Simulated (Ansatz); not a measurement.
A relaxed structure of TiO$_{2}$ is spoiled in several ways and relaxed again each time (noise and exchanges are one random draw each; pressure is positive under compression). The numbers are results of r2SCAN (plane waves to 500 eV, PAW, scalar-relativistic; Ansatz, a first-principles code), not measurements.

```cif
data_O4Ti2
_chemical_formula_sum 'Ti2 O4'
_space_group_name_H-M_alt 'P42/mnm'
_space_group_IT_number 136
_space_group_name_Hall '-P 4n 2n'
_cell_length_a 4.59755
_cell_length_b 4.59755
_cell_length_c 2.95415
_cell_angle_alpha 90.000
_cell_angle_beta 90.000
_cell_angle_gamma 90.000
loop_
_atom_site_label
_atom_site_type_symbol
_atom_site_symmetry_multiplicity
_atom_site_Wyckoff_symbol
_atom_site_fract_x
_atom_site_fract_y
_atom_site_fract_z
_atom_site_occupancy
Ti1 Ti 2 a 0.00000 0.00000 0.00000 1
O1 O 4 f 0.30463 0.30463 0.00000 1
```

```tsv
change	first pressure (GPa)	largest first force (eV/Å)	released (eV/atom)	moves	outcome	final group	E − E(parent) (eV/atom)
with every coordinate shifted by Gaussian noise of σ = 0.45 Å	–	–	2.3	38	trapped higher	Cm	+0.125
doubled along one cell vector, shaken by Gaussian noise of σ = 0.08 Å a coordinate	–	–	0.19	6	returns to the parent	P4₂/mnm	0.000
```

First-step values come from each run's starting, coarser k-mesh (5×5×8, 3×5×8). Each cell has its own k-point mesh; energy differences are given only to the digits this allows. No spin polarisation in the result.
